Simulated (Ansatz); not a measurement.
CaZn₂Ge₂: enthalpy against pressure

CaZn₂Ge₂, I4/mmm, a = 4.210 Å, c = 10.628 Å. The structure is a COD entry; whether it is the stable form wasn't checked. Ansatz: PBEsol, PAW, 420 eV, Γ-centred 12×12×12 mesh on 5 atoms, Gaussian smearing 0.10 eV; no spin polarisation. Cell and atoms are relaxed at each pressure, and no other structure is tried, so the rows at high pressure may lie past a change of phase. y is the enthalpy over the state at zero pressure; there V0 = 18.833 Å³/atom. The pressures are the targets, met within 0.02 GPa.

```tsv
P (GPa)	y (eV/atom)
-2.0	-0.2390
0.0	0.0000
2.0	0.2318
5.0	0.5681
10.0	1.1041
20.0	?
40.0	3.9294
```

**Question.** Fit y = c1 P + c2 P² + c3 P³ to the other rows, say what c1 and c2 mean, and predict the missing value.

**Answer.** Least squares on the rows shown. y = 0.11753 P − 0.00079181 P² + 7.7367×10⁻⁶ P³. Since dH/dP = V, c1 is V0: 0.11753 eV/GPa × 160.2 = 18.828 Å³ against 18.833; c2 = −V0/(2B0) gives B0 = 74 GPa, where a Birch–Murnaghan fit to the volumes of the same runs (not shown) gives 66 GPa: a cubic over this range folds the higher terms into c2. Above P = −c2/(3 c3) = 34 GPa the cubic's slope, the volume, would rise with pressure, so the form fails there. At P = 20.0 the fit asked for gives 2.0958 eV/atom. The run gave 2.1074 eV/atom, so the fit is 0.0116 eV/atom too low, 0.28 % of the span of the series, against an rms of 0.0005 eV/atom on the fitted rows. With a term in P⁴ added, a fit to the same known rows predicts 2.1141 eV/atom, a smaller miss on the other side.

The mesh isn't the same in all rows (12×12×12, 14×14×14).

Cost: 7 runs of about 22 core-minutes in all, on Arm Neoverse V1 (shared hosts).